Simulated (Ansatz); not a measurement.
All numbers below come from Ansatz, DFT PBE, scalar-relativistic, plane waves, PAW. Settings: cutoff 420 eV, Γ-centred meshes spaced at most about 0.3 Å⁻¹, and about 0.25 Å⁻¹ or finer for metals (2π included), Gaussian smearing. No spin polarisation in the final relaxations.

Temperature and zero-point effects are left out.

Two relaxed structures of CaZr2N3:

A.

```
CELL_PARAMETERS angstrom
5.77847 0.00000 0.00000
-2.88923 5.00430 0.00000
0.00000 0.00000 2.97444
ATOMIC_POSITIONS crystal
Ca 0.00000 0.00000 0.00000
Zr 0.33333 0.66667 0.00000
Zr 0.66667 0.33333 0.00000
N 0.50000 0.00000 0.50000
N 0.50000 0.50000 0.50000
N 0.00000 0.50000 0.50000
```

B.

```
CELL_PARAMETERS angstrom
2.30244 -5.32087 0.00000
2.30244 5.32087 0.00000
0.00000 0.00000 3.47984
ATOMIC_POSITIONS crystal
Ca 0.00000 0.00000 0.00000
Zr 0.64888 0.35112 0.50000
Zr 0.35112 0.64888 0.50000
N 0.15871 0.84129 0.50000
N 0.84129 0.15871 0.50000
N 0.50000 0.50000 0.00000
```

Question: Which would you expect to be lower, and how large is the difference?

Answer: B is lower, by 239 meV/atom. A has space group P6/mmm (No. 191), 14.3 Å³/atom and no gap on its mesh; B has space group Cmmm (No. 65), 14.2 Å³/atom and no gap. Counting N atoms around Ca and Zr (those within 1.25 times the shortest such distance or 1.15 times the sum of covalent radii; a plus sign parts nearer from farther groups; the shortest distance is added where it is long for a bond), A has Ca 12 from 3.2 Å, Zr 6 and B has Ca 6, Zr 1+4. Both come from invented guesses.

Cells relaxed within their symmetry can be saddle points.
